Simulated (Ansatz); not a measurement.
## NiAuO2 (R-3m): U = 3 eV on Ni d

Method: Ansatz 0.2.0, DFT, LDA+U, PAW with Ansatz's default frozen-core files, scalar-relativistic.

Command: `ansatz run input.yaml --threads 2 --pin off --max-ram 6144MiB --backend cpu --events-out ev --progress --plain --runs-dir out`

```yaml
crystal:
  lattice:
    - [1.4771310656, 0.8528220184, 6.0353539136]
    - [-1.4771310656, 0.8528220184, 6.0353539136]
    - [0.0, -1.7056440367, 6.0353539136]
  atoms:
    - { symbol: Ni, position: [0.5, 0.5, 0.5], spin: 1.5 }
    - { symbol: Au, position: [0.0, 0.0, 0.0] }
    - { symbol: O, position: [0.88767134, 0.88767134, 0.88767134] }
    - { symbol: O, position: [0.11232866, 0.11232866, 0.11232866] }
magnetization:
  spin_polarized: true
kpoints:
  mp_grid: { grid: [10, 10, 10] }
scf:
  occupations: { method: fermi_dirac, width: 0.03 }
hamiltonian:
  xc: lda
  pseudopotentials: { kind: paw }
  hubbard: { sites: [{ species: Ni, l: d, u_eff: 3 }] }
output:
  forces: true
  stress: true
  eigenvalues: true
  hubbard: { sites: [{ species: Ni, l: d }, { species: Au, l: d }] }
  populations: true
```

Output:

```
basis.fft_grid_basis auto: the FFT boxes are laid along the combinations [[1, 0, -1], [0, 1, -1], [0, 0, 1]] of the cell's own vectors, 2.954, 2.954 and 6.272 Å long. The dense box has 20×20×45 points. Along the cell's own vectors, as sized, it would have 45×45×45, 5.06 times as many. Of the 12 symmetry operations that the crystal satisfies within crystal.symmetry.tolerance (time reversal apart; o …
Ni: projections on atomic orbitals take those of the free atom [Ne] 3s2 3p6 3d8 4s2, of charge +0.00 (hamiltonian.pseudopotentials.projection_atoms); the dataset's partial waves leave at most 1.6e-6 of an orbital's norm unspanned inside its sphere
Au: projections on atomic orbitals take those of the free atom [Kr 4d10 4f14] 5s2 5p6 5d10 6s1, of charge +0.00 (hamiltonian.pseudopotentials.projection_atoms); the dataset's partial waves leave at most 9.9e-5 of an orbital's norm unspanned inside its sphere
O: projections on atomic orbitals take those of the free atom [He] 2s2 2p4, of charge +0.00 (hamiltonian.pseudopotentials.projection_atoms); the dataset's partial waves leave at most 1.9e-8 of an orbital's norm unspanned inside its sphere
Engine: ansatz 0.2.0
Pseudopotentials: kind: paw
Pseudopotential: Ni, paw, valence charge 18, recommended cutoff 420 eV (normal), Ni.paw.azcp
Pseudopotential: Au, paw, valence charge 19, recommended cutoff 420 eV (normal), Au.paw.azcp
Pseudopotential: O, paw, valence charge 6, recommended cutoff 420 eV (normal), O.paw.azcp
Functional definition: SPW92
  exchange = slater_x
  correlation = pw_c
Crystal: 4 atoms, lattice volume = 45.617 Å³
Basis set: ecut = 420 eV, 885 PW (Γ), FFT grids on a1−a3, a2−a3, a3
Bands: 31, of which v1, the nominal top of the filled ones, is band 25 counted from 1 (24 counted from 0)
Symmetry: 12 space group operations
Space group: R-3m (ITA 166), of the structure as read, at distance tolerance 3.6e-5 Å
Magnetic group: BNS 166.97 (UNI 1327), of the structure as read, at distance tolerance 3.6e-5 Å
k-points: 116 of 1000
Non-local potential: Ni, projectors of the file, l = 0: 3, l = 1: 2, l = 2: 3, l = 3: 1
Non-local potential: Au, projectors of the file, l = 0: 3, l = 1: 2, l = 2: 2, l = 3: 1
Non-local potential: O, projectors of the file, l = 0: 2, l = 1: 2, l = 2: 1
PAW form: soft (Blöchl's): semilocal exchange-correlation on the pseudo side does not see the compensation charge
PAW frozen core: Ni, regenerated for the run's functional, and the local potential with it (the file was generated under x = pbe(κ = 0.804, μ = 0.2195149727645171), c = pbe(β = 0.06672455060314922))
PAW frozen core: Au, regenerated for the run's functional, and the local potential with it (the file was generated under x = pbe(κ = 0.804, μ = 0.2195149727645171), c = pbe(β = 0.06672455060314922))
PAW frozen core: O, regenerated for the run's functional, and the local potential with it (the file was generated under x = pbe(κ = 0.804, μ = 0.2195149727645171), c = pbe(β = 0.06672455060314922))
PAW one-centre angular grid: Ni, 590 points (default); XC on 64 Gauss nodes
PAW one-centre angular grid: Au, 590 points (default); XC on 64 Gauss nodes
PAW one-centre angular grid: O, 110 points (default); XC on 64 Gauss nodes
Initial density: superposition of atomic densities (chi_scale 0.1, normalization cell, long waves kept (reshape's long-wave potential 0.68 eV rms))
Starting moments: Σ|m| = 1.5 μB on 1 of 4 sites
Initial wavefunctions: pseudopotential atomic-orbital guess
Functional: x = slater, c = lda
SCF iter   1: F=—  HF=-19772.109556 eV  |F-HF|=—  |Δ(HF+E_count)|=         —  Δρ=3.43e-1 (↑1.74e-1 ↓3.43e-1)  dr2=2.04e2  dr2_m=4.25e0  M=0.024 μB ∫|m|=0.097 μB  β_m=0.30  ethr=3.10e-3  ⟨swp⟩=5.5  Hψ=26827  notcnv=0
preconditioner: auto → Kerker (q_TF=auto, 2.761 Å⁻¹)  [metal: Δε(μ)=0.002 eV  Ē_g=14.965 eV  σ=0.030 eV  W_gap=0.01  n_scr=16 (ndim 8)  ℏωp=31.6 eV  f_vac=0.000  D(μ)=3.25/eV (n_scr^D=36)]
spin=Collinear: Kerker preconditioning applied to the charge; magnetization (m = ρ↑ − ρ↓) channel mixes plain (no charge-response kernel on spin).
SCF iter   2: F=—  HF=-19748.710495 eV  |F-HF|=—  |Δ(HF+E_count)|=    2.34e1  Δρ=1.26e-1 (↑6.12e-2 ↓1.26e-1)  dr2=4.58e1  dr2_m=9.70e-1  M=0.491 μB ∫|m|=0.515 μB  β_m=0.30  ethr=3.10e-3  ⟨swp⟩=4.0  Hψ=20918  notcnv=0  defer=302
[...]
SCF 1 converged in 18 iterations: F = -19744.832596 eV  dr2 = 6.57e-9
  greatest PAW one-centre occupation: 1.003 electrons in one spin orbital (limit 2), on the Au atom at site 1 (counted from 0), in its partial waves of l = 0
Symmetry: 4 space group operations
k-points: 282 of 1000
Initial density: read from a saved state, or passed on in memory by an earlier SCF of this step, an earlier step, the calling program or the single point that the run made first
Starting moments: Σ|m| = 1.5 μB on 1 of 4 sites; this step starts from the density that it was given
[...]
SCF 2 converged in 7 iterations: F = -19744.832596 eV  dr2 = 4.53e-9
[...]
SCF 3 converged in 6 iterations: F = -19744.832596 eV  dr2 = 3.33e-8
[...]
SCF iter   4: F=—  HF=-19744.832602 eV  |F-HF|=—  |Δ(HF+E_count)|=   1.59e-4  Δρ=2.84e-4 (↑8.66e-5 ↓2.84e-4)  dr2=6.39e-5  dr2_m=4.75e-6  M=1.007 μB ∫|m|=1.351 μB  ethr=2.04e-6  ⟨swp⟩=1.0  Hψ=15928  notcnv=0
SCF iter   5: F=—  HF=-19744.832596 eV  |F-HF|=—  |Δ(HF+E_count)|=   6.56e-6  Δρ=1.26e-5 (↑1.26e-5 ↓6.01e-6)  dr2=6.57e-8  dr2_m=2.65e-8  M=1.006 μB ∫|m|=1.350 μB  ethr=2.04e-10  ⟨swp⟩=2.0  Hψ=20701  notcnv=0
SCF iter   6: F=-19744.832596 eV  HF=-19744.832596 eV  |F-HF|=2.62e-10  |Δ(HF+E_count)|=   2.19e-9  Δρ=5.84e-7 (↑5.25e-7 ↓5.84e-7)  dr2=2.87e-10  dr2_m=3.96e-11  M=1.006 μB ∫|m|=1.350 μB  ethr=1.34e-10  ⟨swp⟩=1.1  Hψ=15370  notcnv=0
SCF iter   7: F=-19744.832596 eV  HF=-19744.832596 eV  |F-HF|=2.15e-10  |Δ(HF+E_count)|=  2.18e-11  Δρ=5.27e-7 (↑5.11e-7 ↓5.27e-7)  dr2=2.50e-10  dr2_m=3.56e-11  M=1.006 μB ∫|m|=1.350 μB  ethr=1.00e-12  ⟨swp⟩=1.5  Hψ=23630  notcnv=0
SCF 4 converged in 7 iterations: F = -19744.832596 eV  dr2 = 2.50e-10
an SCF from another whole filling of 1 corrected shell (1 electron), with 8 of the crystal's symmetry operations given up (282 k-points in place of 116), reached no lower state that the run goes on to. This is no proof of a minimum. Whole fillings of corrected shells: 3 of 3 tried, 0 with no close
SCF converged after 18 iterations
Magnetization: 1.0064 μB (25.0032 up, 23.9968 down)
Absolute magnetization: 1.3494 μB (∫|ρ↑−ρ↓|, with the PAW one-centre terms)
Spin contamination: 0.2114 ħ² per cell (⟨S²⟩ above its minimum at these occupations)
Per-site moments (μB) at R_I (Å): [(1.0796082475384452, 0.8122351355178331), (-0.10943859543461817, 0.8389547319537981), (0.012089932027043667, 0.8122351355178337), (0.012089932027043787, 0.8122351355178331)]
Free energy (F): -19744.832596 eV
Harris-Foulkes:  -19744.832596 eV  (|F-HF|=3.64e-9)
Internal energy: -19744.827243 eV  (E = F + TS)
E sigma→0 (E₀):  -19744.829920 eV
Entropy (-TS):   -0.005352 eV (-1.338 meV/atom)
Fermi energy:    13.482114 eV
--- Per-component energies (eV) ---
  E_band       = -665.003500
  E_kinetic    = 1225.962067
  E_local      = -6788.332411  (includes V_loc(G=0)·N_el)
  E_nonlocal   = 820.393672
  E_hartree    = 2806.124391
  E_xc         = -452.874021
  E_vxc        = -566.488765  (∫ρ·V_xc dr)
  E_hubbard    = 1.095591  (on-site DFT+U / exact-exchange correction)
  E_vhub       = -10.287086  (the Hubbard potential's part of the band-sum identity)
  E_paw        = -11276.621602  (= ΣΔE_a)
  E_vpaw       = -958.502008  (= ΣTr[D̂ρ^β])
  E_aug_tail   = 0.006860  (compensation charges beyond the density's cutoff)
  E_ewald      = -6081.732472
  E_core_change = 1.150681  (= ΣΔE_core)
  E_smearing   = -0.005352  (= −TS)
  E_closure    = 0.000000  (closes the sum)
  Σ components = -19744.832596   (vs F -19744.832596, Δ=0.00e0)
--- Forces (eV/Å), atoms counted from 1 ---
  atom   1  Ni    -0.00000000    -0.00000000     0.00000000
  atom   2  Au     0.00000000     0.00000000    -0.00000000
  atom   3  O      0.00000000     0.00000000     0.06311511
  atom   4  O      0.00000000    -0.00000000    -0.06311511
  max |Σ_I F_I| component: 9.25e-18 eV/Å
--- Stress (GPa, compression-positive) ---
       -7.975338      -0.000000      -0.000000
       -0.000000      -7.975338      -0.000000
       -0.000000      -0.000000     -11.651418
  P = ⅓ Tr σ = -9.2007 GPa (-92.007 kbar)
--- Band table (eV; the first three rows and the last of 232) ---
  k-point 0 ↑: bands = ["-91.9957", "-89.8593", "-50.6963", "-50.6963", "-50.5516", "-43.5556", "-43.1100", "-43.1100", "-6.2891", "-4.5552", "4.8359", "6.7921", "7.2255", "7.2255", "9.6030", "9.6030", "9.9776", "9.9882", "9.9882", "10.4750", "10.5362", "10.5362", "11.1777", "11.1777", "14.1726", "14.1726", "15.4385", "19.0605", "21.5451", "24.9662", "29.0549"]
  k-point 1 ↑: bands = ["-91.9952", "-89.8591", "-50.6988", "-50.6969", "-50.5513", "-43.5543", "-43.1219", "-43.1131", "-6.1911", "-4.5519", "4.9672", "7.0261", "7.0724", "7.2838", "9.4612", "9.7031", "9.7394", "9.9087", "10.1454", "10.3286", "10.4034", "10.5117", "11.0723", "11.3983", "13.9122", "14.0771", "15.6234", "19.5143", "21.8099", "25.3583", "28.6523"]
  k-point 2 ↑: bands = ["-91.9938", "-89.8585", "-50.7053", "-50.6985", "-50.5504", "-43.5509", "-43.1529", "-43.1210", "-5.9205", "-4.5477", "5.3061", "6.7735", "7.4366", "7.5817", "8.8277", "9.4462", "9.4818", "9.8212", "10.2706", "10.3047", "10.3307", "10.6907", "11.0561", "11.6832", "13.3550", "13.8544", "15.9522", "20.5970", "22.5095", "26.2945", "26.8344"]
  k-point 115 ↓: bands = ["-92.0683", "-88.5007", "-49.3711", "-49.3711", "-49.2588", "-43.6604", "-43.1836", "-43.1836", "-6.0097", "-4.8921", "6.5813", "6.6604", "7.4311", "8.5657", "8.5657", "9.5364", "9.5364", "9.6838", "9.6838", "11.0824", "11.0824", "11.8648", "12.3207", "12.3207", "15.4903", "15.4903", "16.8793", "17.8773", "21.9417", "24.4687", "29.1235"]
Occupation matrices written to <dir>
--- Löwdin populations: 4 sites ---
  site symbol       q [e]    m [muB]
     0     Ni     16.8644     1.0598
     1     Au     18.3974    -0.1400
     2      O      6.7558     0.0387
     3      O      6.7558     0.0387
  spilling = 0.004622 (of n_electrons = 49.000000)
--- Occupation matrices: 2 shells (run DFT+U table (all-electron-ortho-atomic); ε = 1.23e-3) ---
  Ni0 d_3D: site group D3d (-3m)
  Ni0 d_3D up     Tr n = 4.6993  λ = 0.863 0.863 0.991 0.991 0.992  [2× xz 0.30 Eg(1.00) | 2× x2-y2 0.30 Eg(1.00) | z2 1.00 A1g(1.00)]
  Ni0 d_3D dn     Tr n = 3.6196  λ = 0.325 0.325 0.989 0.991 0.991  [2× xz 0.32 Eg(1.00) | z2 1.00 A1g(1.00) | 2× x2-y2 0.32 Eg(1.00)]
  Au1 d_5D: site group D3d (-3m)
  Au1 d_5D up     Tr n = 4.6543  λ = 0.751 0.973 0.973 0.978 0.978  [z2 1.00 A1g(1.00) | 2× xz 0.50 Eg(1.00) | 2× x2-y2 0.50 Eg(1.00)]
  Au1 d_5D dn     Tr n = 4.7759  λ = 0.826 0.987 0.987 0.988 0.988  [z2 1.00 A1g(1.00) | 4× xz 0.25 Eg(1.00)]
  Tr n, λ and their labels are of the run-group-symmetrised matrices; stabiliser: 12 of 24 elements of G0×{1,Θ} (closed), max defect 2.9e-15 at τ = 2.6e-4
```

occupations.tsv:

```
# site	symbol	l	channel	k	occupation	cluster	real_ylm_label	real_ylm_weight	cubic_label	cubic_weight	pseudocubic_irrep	site_irrep	w_site_irrep	cell_site_irrep	w_cell_site_irrep
# projection_atom_Ni: [Ne] 3s2 3p6 3d8 4s2
# projection_atom_Au: [Kr 4d10 4f14] 5s2 5p6 5d10 6s1
# projection_atom_O: [He] 2s2 2p4
# site_irrep/w_site_irrep = the cluster's dominant irrep under the shell's site group (Mulliken, in the setting of the per-shell frame z, x; double-valued rows on a spinor block under rep=spin_orbital) and its weight, the cluster's purity; - without a site group
# cell_site_irrep/w_cell_site_irrep = the same under the site's group on the run's cell, the crystal's operations that keep its lattice, with its own per-shell comment where it differs; - as there, and where that group is no smaller or either group is refused
# basis = run DFT+U table (all-electron-ortho-atomic)
# labels = run-group-symmetrised matrices
# epsilon = 0.001232 provisional = false under_converged = false
# stabiliser = 12/24 closed max_defect = 2.8885e-15 tolerance = 0.00026135
# site 0 Ni l=2_3D: orbit=0, site group D3d (-3m), |G|=12, z=[0.000000, 0.000000, 1.000000], x=[1.000000, 0.000000, 0.000000], rep=spin
0	Ni	2_3D	up	0	0.862622	0	xz	0.2954	xz	0.2954	-	Eg	1.0000	-	-
0	Ni	2_3D	up	1	0.862622	0	xz	0.2954	xz	0.2954	-	Eg	1.0000	-	-
0	Ni	2_3D	up	2	0.990801	1	x2-y2	0.2954	x2-y2	0.2954	-	Eg	1.0000	-	-
0	Ni	2_3D	up	3	0.990801	1	x2-y2	0.2954	x2-y2	0.2954	-	Eg	1.0000	-	-
0	Ni	2_3D	up	4	0.992446	2	z2	1.0000	z2	1.0000	-	A1g	1.0000	-	-
# Tr n = 4.699291
0	Ni	2_3D	dn	0	0.324549	0	xz	0.3169	xz	0.3169	-	Eg	1.0000	-	-
0	Ni	2_3D	dn	1	0.324549	0	xz	0.3169	xz	0.3169	-	Eg	1.0000	-	-
0	Ni	2_3D	dn	2	0.989049	1	z2	1.0000	z2	1.0000	-	A1g	1.0000	-	-
0	Ni	2_3D	dn	3	0.990717	2	x2-y2	0.3169	x2-y2	0.3169	-	Eg	1.0000	-	-
0	Ni	2_3D	dn	4	0.990717	2	x2-y2	0.3169	x2-y2	0.3169	-	Eg	1.0000	-	-
# Tr n = 3.619582
# site 1 Au l=2_5D: orbit=1, site group D3d (-3m), |G|=12, z=[0.000000, 0.000000, 1.000000], x=[1.000000, 0.000000, 0.000000], rep=spin
1	Au	2_5D	up	0	0.751269	0	z2	1.0000	z2	1.0000	-	A1g	1.0000	-	-
1	Au	2_5D	up	1	0.973486	1	xz	0.4957	xz	0.4957	-	Eg	1.0000	-	-
1	Au	2_5D	up	2	0.973486	1	xz	0.4957	xz	0.4957	-	Eg	1.0000	-	-
1	Au	2_5D	up	3	0.978028	2	x2-y2	0.4957	x2-y2	0.4957	-	Eg	1.0000	-	-
1	Au	2_5D	up	4	0.978028	2	x2-y2	0.4957	x2-y2	0.4957	-	Eg	1.0000	-	-
# Tr n = 4.654297
1	Au	2_5D	dn	0	0.826202	0	z2	1.0000	z2	1.0000	-	A1g	1.0000	-	-
1	Au	2_5D	dn	1	0.986960	1	xz	0.2500	xz	0.2500	-	Eg	1.0000	-	-
1	Au	2_5D	dn	2	0.986960	1	xz	0.2500	xz	0.2500	-	Eg	1.0000	-	-
1	Au	2_5D	dn	3	0.987866	1	xz	0.2500	xz	0.2500	-	Eg	1.0000	-	-
1	Au	2_5D	dn	4	0.987866	1	xz	0.2500	xz	0.2500	-	Eg	1.0000	-	-
# Tr n = 4.775855
```

populations.tsv:

```
# site	symbol	l	j	q_up	q_dn
# orbitals = lowdin
# n_electrons = 49.000000
# spilling = 0.004622
# projection_atom_Ni: [Ne] 3s2 3p6 3d8 4s2
# projection_atom_Au: [Kr 4d10 4f14] 5s2 5p6 5d10 6s1
# projection_atom_O: [He] 2s2 2p4
0	Ni	0_3S	-	0.998624	0.998680
0	Ni	0_4S	-	0.246584	0.243478
0	Ni	1_3P	-	2.999267	2.999071
0	Ni	2_3D	-	4.717671	3.661075
1	Au	0_5S	-	0.997120	0.997162
1	Au	0_6S	-	0.479603	0.497953
1	Au	1_5P	-	2.998718	2.998460
1	Au	2_5D	-	4.653278	4.775109
2	O	0_2S	-	0.930790	0.904410
2	O	1_2P	-	2.466506	2.454139
3	O	0_2S	-	0.930790	0.904410
3	O	1_2P	-	2.466506	2.454139
```

Site moments (μB): Ni1 1.08, Au2 -0.11, O3 0.01, O4 0.01. Cell moment 1.01 μB.

The magnetic group in the log treats spin as a scalar label, without spin–orbit coupling.

The PAW files were made with PBE; the program remakes their cores once for the run's functional and then keeps them frozen. Spin–orbit coupling is left out although heavy atoms are present. None of this fixes the real material's magnetic order: only patterns that fit the cell were computed, at zero temperature, with a functional that can overstate moments.

It took 6.3 min on 2 threads of Intel(R) Xeon(R) Platinum 8259CL CPU @ 2.50GHz (Skylake/Cascade Lake), on a shared host, peak memory 2.3 GiB.
